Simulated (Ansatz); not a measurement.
La3In:
Space group Pm-3m (No. 221); a = b = c = 4.903 Å, α = β = γ = 90.00°

```tsv
atom	site	symmetry	x	y	z
La	3c	4/mm.m	0.0000	0.5000	0.5000
In	1a	m-3m	0.0000	0.0000	0.0000
```

This is the LDA-relaxed structure.

All from LDA (plane waves, PAW; program Ansatz), unless another level is named. Give the formation energy from the elements (no fitted shifts).

-0.34 eV/atom.

Next, the density of states at the Fermi level?

1.6 states/eV per atom (mean over ±0.08 eV).

The workflow started from a Materials Project entry (that database holds measured and hypothetical structures alike); the Crystallography Open Database files this formula in space group No. 221, but the cells were not matched. Whether it is the stable phase at ambient conditions was not checked. The cell was relaxed with LDA under the symmetry of its start; of distortions, only those at the zone centre were tested. The references are the lowest solids computed at this level, not always the standard phases. Spin–orbit coupling is left out wherever it is not named.

Potentials: the later of the program's two PAW sets.
